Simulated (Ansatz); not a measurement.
Data:

CsPbCl₃:
```xyz
10
Lattice="0.0000 5.5008 -5.5079 0.0000 5.5008 5.5079 5.6855 0.0000 0.0000" Properties=species:S:1:pos:R:3 pbc="T T T"
Cs     2.8428     5.5008     0.1526
Cs     2.8428     5.5008     5.3260
Pb     0.0000     8.2191    -2.6733
Pb     0.0000     2.7824    -2.6733
Cl     0.0000     2.0625     0.0729
Cl     0.0000     8.9390     0.0729
Cl     2.8428     2.7037    -2.6802
Cl     2.8428     8.2978    -2.6802
Cl     0.0000     5.5008     2.2457
Cl     0.0000     5.5008    -1.8775
```

This is the PBEsol-relaxed structure. x, y and z are the axes in which the lattice vectors are written.

**Question.** All from PBEsol (plane waves, PAW; program Ansatz), unless another level is named. Predict the hole effective mass.

**Answer.** 0.21, 0.28, 0.28 mₑ (principal values).

**Question.** Next, the electron effective mass?

**Answer.** 0.12, 1.0, 1.0 mₑ (principal values).

**Question.** Give the formation energy from the elements (no fitted shifts).

**Answer.** -1.50 eV/atom.

**Question.** Predict the HSE06 gap on the PBEsol cell.

**Answer.** 2.93 eV.

**Question.** Next, the valence-band maximum?

**Answer.** at Z (k = 0.000, 0.000, 0.500 in fractions of the reciprocal vectors).

Space group Amm2. The first step of the workflow began from a Materials Project structure, measured or hypothetical; the Crystallography Open Database copy checked does not list it. COD files the formula under space group No. 221. Whether it is the stable phase at ambient conditions was not checked. The PBEsol relaxation kept the symmetry of its start; whether a distortion lowers the energy is not shown. The references are the lowest solids computed at this level, not always the standard phases (solids in place of the gases). Scalar-relativistic: spin–orbit coupling is off unless named, which matters more the heavier the elements.

Potentials: the later of the program's two PAW sets.
